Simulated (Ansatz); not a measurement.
Below is a relaxed structure of Ti5W. The cell was found from a structure generator's guess, not taken from experiment.

Method: Ansatz 0.2.0, DFT PBE, scalar-relativistic, plane waves, PAW. Cutoff 420 eV, Γ-centred mesh, Gaussian smearing, no spin polarisation.

```xyz
6
Lattice="2.8767 0.0000 0.0000 -1.4383 2.4913 0.0000 0.0000 0.0000 14.2512" Properties=species:S:1:pos:R:3 pbc="T T T"
Ti    0.0000    1.6608   11.8442
Ti    0.0000    1.6608    2.4069
Ti    0.0000    1.6608    7.1256
Ti    1.4383    0.8304    4.7352
Ti    1.4383    0.8304    9.5160
W     1.4383    0.8304    0.0000
```

Energies over the elements count from the elements' standard structures at the same level, with no fitted energy shifts.

Question: What space group does it have?

Answer: P-6m2 (No. 187), with Ti and W ordered on hcp sites. Conventional cell: a = 2.877 Å, c = 14.251 Å. Around Ti on a site of symmetry 3m lie 9 Ti at 2.86–2.88 Å and 3 W at 2.92 Å; around Ti on a site of symmetry -6m2 lie 12 Ti at 2.88–2.91 Å; around Ti on a second site of symmetry 3m lie 12 Ti at 2.86–2.91 Å; W has 6 W at 2.88 Å and 6 Ti at 2.92 Å.

Question: What is its formation energy per atom?

Answer: +0.11 eV/atom. The separate elements lie lower, so it is unstable against them.

Question: Is it a metal?

Answer: Yes, bands cross the Fermi level on the 18×18×4 mesh.

The last run used an 18×18×4 mesh (in the run's order of axes) for its 6-atom cell and Gaussian smearing of 0.10 eV. These runs have no spin–orbit coupling, which can matter for W. A structure relaxed within its symmetry needn't be a true minimum. Another cell of Ti5W relaxed alike, in Cmmm, lies 39 meV/atom lower, so this cell isn't the stable form at this level.
